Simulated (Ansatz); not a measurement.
input.yaml (Ansatz 0.2.0):

```yaml
crystal:
  lattice:
    - [3.9051750967, 0.0, 0.0]
    - [0.0, 3.9051750967, 0.0]
    - [0.0, 0.0, 3.9051750967]
  atoms:
    - { symbol: La, position: [0.0, 0.0, 0.0] }
    - { symbol: Ti, position: [0.5, 0.5, 0.5], spin: 0.05 }
    - { symbol: O, position: [0.0, 0.5, 0.5] }
    - { symbol: O, position: [0.5, 0.5, 0.0] }
    - { symbol: O, position: [0.5, 0.0, 0.5] }
basis:
  ecutwfc: 420
  ecutrho_ratio: 4
kpoints:
  mp_grid: { grid: [8, 8, 8] }
hamiltonian:
  xc: pbesol
scf:
  occupations: { method: gaussian, width: 0.05 }
output:
  forces: true
  stress: true
  eigenvalues: true
  populations: true
magnetization:
  spin_polarized: true
```

Launched as:
```sh
ansatz run input.yaml --threads 4 --pin off --max-ram 8192MiB --backend cpu --events-out ev --progress --plain --runs-dir out
```

The start was a prototype's sites filled with these elements; the Crystallography Open Database holds the compound in this structure. The ideal cubic cell shuts out tilts of the octahedra, which such structures often take.

Problem. About how long does the run take on 4 threads of Intel(R) Xeon(R) Platinum 8488C (Sapphire Rapids) (shared host), and how much memory does it need?

Solution. About 2.9 s, with a peak of 0.52 GiB.

Output, machine lines left out:

```
La: projections on atomic orbitals take those of the free atom [Kr 4d10] 4f0 5s2 5p6 5d1 6s2, of charge +0.00 (hamiltonian.pseudopotentials.projection_atoms); the dataset's partial waves leave at most 1.9e-5 of an orbital's norm unspanned inside its sphere
Pseudopotentials: kind: paw
Pseudopotential: La, paw, valence charge 11, recommended cutoff 420 eV (normal), La.paw.azcp
Pseudopotential: Ti, paw, valence charge 12, recommended cutoff 420 eV (normal), Ti.paw.azcp
Pseudopotential: O, paw, valence charge 6, recommended cutoff 420 eV (normal), O.paw.azcp
Crystal: 5 atoms, lattice volume = 59.555 Å³
Basis set: ecut = 420 eV, 1189 PW (Γ), exchange–correlation on 54×54×54 points (8 copies of the dense FFT grid, shifted against one another)
Bands: 26, of which v1, the nominal top of the filled ones, is band 21 counted from 1 (20 counted from 0)
Symmetry: 48 space group operations
Space group: Pm-3m (ITA 221), of the structure as read, at distance tolerance 3.9e-5 Å
Magnetic group: BNS 221.92 (UNI 1594), of the structure as read, at distance tolerance 3.9e-5 Å
k-points: 35 of 512
Initial density: superposition of atomic densities (chi_scale 0.1, normalization cell, long waves kept (reshape's long-wave potential 0.00 eV rms))
Starting moments: Σ|m| = 0.05 μB on 1 of 5 sites
Initial wavefunctions: pseudopotential atomic-orbital guess
Functional: x = pbesol(κ = 0.804, μ = 0.12346), c = pbesol(β = 0.046)
```

```
SCF iter   1: F=—  HF=-10326.892449 eV  |F-HF|=—  |Δ(HF+E_count)|=         —  Δρ=3.85e-2 (↑3.85e-2 ↓3.84e-2)  dr2=3.88e0  dr2_m=1.06e-3  M=-0.007 μB ∫|m|=0.015 μB  β_m=0.30  ethr=3.10e-3  ⟨swp⟩=4.2  Hψ=7211  notcnv=0
Mixer restart at iter 1: flushing history
SCF iter   2: F=—  HF=-10326.176693 eV  |F-HF|=—  |Δ(HF+E_count)|=   7.16e-1  Δρ=1.48e-2 (↑1.43e-2 ↓1.48e-2)  dr2=2.69e-1  dr2_m=5.10e-4  M=0.001 μB ∫|m|=0.006 μB  β_m=0.32  ethr=3.10e-3  ⟨swp⟩=3.2  Hψ=3691  notcnv=0  defer=1
SCF iter   3: F=—  HF=-10326.344899 eV  |F-HF|=—  |Δ(HF+E_count)|=   1.68e-1  Δρ=1.03e-2 (↑1.00e-2 ↓1.03e-2)  dr2=1.51e-1  dr2_m=2.14e-4  M=0.003 μB ∫|m|=0.007 μB  β_m=0.66  ethr=6.56e-4  ⟨swp⟩=2.8  Hψ=2514  notcnv=0
SCF iter   4: F=—  HF=-10326.467705 eV  |F-HF|=—  |Δ(HF+E_count)|=   1.23e-1  Δρ=6.15e-3 (↑5.90e-3 ↓6.15e-3)  dr2=5.24e-2  dr2_m=4.31e-5  M=0.004 μB ∫|m|=0.006 μB  β_m=0.57  ethr=3.68e-4  ⟨swp⟩=3.5  Hψ=3413  notcnv=0  defer=12
SCF iter   5: F=—  HF=-10326.495469 eV  |F-HF|=—  |Δ(HF+E_count)|=   2.78e-2  Δρ=1.14e-3 (↑1.14e-3 ↓1.06e-3)  dr2=2.15e-3  dr2_m=6.30e-6  M=0.003 μB ∫|m|=0.004 μB  β_m=0.61  ethr=1.28e-4  ⟨swp⟩=2.8  Hψ=3265  notcnv=0  defer=66
SCF iter   6: F=—  HF=-10326.496916 eV  |F-HF|=—  |Δ(HF+E_count)|=   1.45e-3  Δρ=4.48e-4 (↑4.48e-4 ↓4.18e-4)  dr2=3.43e-4  dr2_m=1.78e-6  M=0.002 μB ∫|m|=0.003 μB  β_m=0.76  ethr=5.25e-6  ⟨swp⟩=2.3  Hψ=3374  notcnv=0  defer=86
SCF iter   7: F=—  HF=-10326.497259 eV  |F-HF|=—  |Δ(HF+E_count)|=   3.43e-4  Δρ=1.17e-4 (↑1.17e-4 ↓1.04e-4)  dr2=2.30e-5  dr2_m=2.82e-7  M=0.001 μB ∫|m|=0.002 μB  β_m=0.84  ethr=8.36e-7  ⟨swp⟩=2.3  Hψ=2607  notcnv=0  defer=86
SCF iter   8: F=—  HF=-10326.497604 eV  |F-HF|=—  |Δ(HF+E_count)|=   3.45e-4  Δρ=4.48e-5 (↑3.12e-5 ↓4.48e-5)  dr2=3.50e-6  dr2_m=5.02e-8  M=0.001 μB ∫|m|=0.001 μB  β_m=0.92  ethr=5.61e-8  ⟨swp⟩=2.0  Hψ=3209  notcnv=0  defer=86
SCF iter   9: F=—  HF=-10326.497606 eV  |F-HF|=—  |Δ(HF+E_count)|=   2.07e-6  Δρ=1.23e-5 (↑9.71e-6 ↓1.23e-5)  dr2=2.06e-7  dr2_m=1.01e-8  M=0.000 μB ∫|m|=0.000 μB  β_m=0.96  ethr=8.52e-9  ⟨swp⟩=2.2  Hψ=3092  notcnv=0  defer=86
SCF iter  10: F=—  HF=-10326.497606 eV  |F-HF|=—  |Δ(HF+E_count)|=   2.85e-8  Δρ=3.04e-6 (↑3.04e-6 ↓1.40e-6)  dr2=5.99e-9  dr2_m=1.71e-9  M=0.000 μB ∫|m|=0.000 μB  β_m=0.98  ethr=5.04e-10  ⟨swp⟩=2.1  Hψ=3093  notcnv=0  defer=86
SCF iter  11: F=—  HF=-10326.497606 eV  |F-HF|=—  |Δ(HF+E_count)|=   3.20e-9  Δρ=1.20e-6 (↑1.20e-6 ↓9.40e-7)  dr2=3.18e-10  dr2_m=5.89e-10  M=0.000 μB ∫|m|=0.000 μB  β_m=0.99  ethr=1.46e-11  ⟨swp⟩=2.1  Hψ=3141  notcnv=0  defer=86
SCF iter  12: F=—  HF=-10326.497606 eV  |F-HF|=—  |Δ(HF+E_count)|=  5.69e-10  Δρ=6.14e-7 (↑6.14e-7 ↓2.72e-7)  dr2=4.06e-10  dr2_m=3.95e-11  M=0.000 μB ∫|m|=0.000 μB  β_m=0.99  ethr=1.00e-12  ⟨swp⟩=2.1  Hψ=3194  notcnv=0  defer=86
SCF iter  13: F=-10326.497606 eV  HF=-10326.497606 eV  |F-HF|=1.09e-11  |Δ(HF+E_count)|=  1.13e-10  Δρ=1.02e-7 (↑7.17e-8 ↓1.02e-7)  dr2=1.45e-11  dr2_m=1.80e-13  M=0.000 μB ∫|m|=0.000 μB  ethr=1.00e-12  ⟨swp⟩=4.7  Hψ=6216  notcnv=0
```

```
SCF 1 converged in 13 iterations: F = -10326.497606 eV  dr2 = 1.45e-11
SCF converged after 13 iterations
Magnetization: 0.0000 μB (20.5000 up, 20.5000 down)
Absolute magnetization: 0.0000 μB (∫|ρ↑−ρ↓|, with the PAW one-centre terms)
Per-site moments (μB) at R_I (Å): [(0.00000, 1.13907), (0.00000, 0.80544), (0.00000, 0.80544), (0.00000, 0.80544), (0.00000, 0.80544)]
Free energy (F): -10326.497606 eV
E sigma→0 (E₀):  -10326.495842 eV
Entropy (-TS):   -0.003527 eV (-0.705 meV/atom)
Fermi energy:    15.532003 eV
--- Per-component energies (eV) ---
  E_band       = -87.487474
  E_kinetic    = 993.328686
  E_local      = -2025.367120  (includes V_loc(G=0)·N_el)
  E_nonlocal   = 251.136336
  E_hartree    = 795.141078
  E_xc         = -456.723510
  E_vxc        = -553.553218  (∫ρ·V_xc dr)
  E_paw        = -6809.260866  (= ΣΔE_a)
  E_vpaw       = -343.321809  (= ΣTr[D̂ρ^β])
  E_aug_tail   = 0.007521  (compensation charges beyond the density's cutoff)
  E_ewald      = -3075.170961
  E_core_change = 0.414757  (= ΣΔE_core)
  E_smearing   = -0.003527  (= −TS)
--- Forces (eV/Å), atoms counted from 1 ---
  atom   1  La     0.00000000     0.00000000     0.00000000
  atom   2  Ti     0.00000000     0.00000000     0.00000000
  atom   3  O      0.00000000     0.00000000     0.00000000
  atom   4  O      0.00000000     0.00000000     0.00000000
  atom   5  O      0.00000000     0.00000000     0.00000000
--- Stress (GPa, compression-positive) ---
        0.001020       0.000000       0.000000
        0.000000       0.001020       0.000000
        0.000000       0.000000       0.001020
  P = ⅓ Tr σ = 0.0010 GPa (0.010 kbar)
--- Band table (eV; the first three rows and the last of 70) ---
  k-point 0 ↑: bands = ["-42.4231", "-18.9068", "-18.9068", "-18.9068", "-18.4265", "-5.3127", "-4.4111", "-4.4111", "-2.0117", "-2.0117", "-2.0117", "9.3049", "9.3049", "9.3049", "10.3543", "10.3543", "10.3543", "11.7080", "11.7080", "11.7080", "14.5972", "14.5972", "14.5972", "15.2164", "15.2164", "16.5687"]
  k-point 1 ↑: bands = ["-42.4229", "-18.9316", "-18.9062", "-18.9062", "-18.4060", "-5.3589", "-4.4195", "-4.4038", "-1.9976", "-1.9976", "-1.8613", "9.1177", "9.2535", "9.2535", "10.1609", "10.1870", "10.1870", "11.2536", "11.6151", "11.6151", "14.6289", "14.9388", "14.9388", "15.4408", "15.5129", "16.6011"]
  k-point 2 ↑: bands = ["-42.4223", "-18.9861", "-18.9047", "-18.9047", "-18.3613", "-5.5395", "-4.3863", "-4.3126", "-1.9632", "-1.9632", "-1.5481", "8.6691", "9.0913", "9.0913", "9.7603", "9.8847", "9.8847", "10.3658", "11.4352", "11.4352", "14.7068", "15.6695", "15.6695", "15.9153", "16.1122", "16.6989"]
  k-point 34 ↓: bands = ["-42.4181", "-18.9940", "-18.9940", "-18.9940", "-18.2629", "-4.0428", "-4.0428", "-4.0428", "-2.5462", "-2.5462", "-2.5462", "7.3948", "8.2684", "8.2684", "8.7292", "8.7292", "8.7292", "11.6510", "11.6510", "11.6510", "16.3700", "16.3700", "16.3700", "16.6895", "16.8922", "16.8922"]
--- Löwdin populations: 5 sites ---
  site symbol       q [e]    m [muB]
     0     La     10.1413     0.0000
     1     Ti     10.9201     0.0000
     2      O      6.6049     0.0000
     3      O      6.6049     0.0000
     4      O      6.6049     0.0000
```

In short (PBEsol): pressure 0.0 GPa, gap on the mesh zero (metallic), no spin moment left.

Absolute energies hang on the potentials; compare differences alone.

No spin–orbit coupling, a notable omission for heavy elements. The starting moments died out; a magnetic state reached from other starts isn't excluded. No antiparallel order was tried, and in such compounds it can hold moments and open a gap where a parallel start collapses.
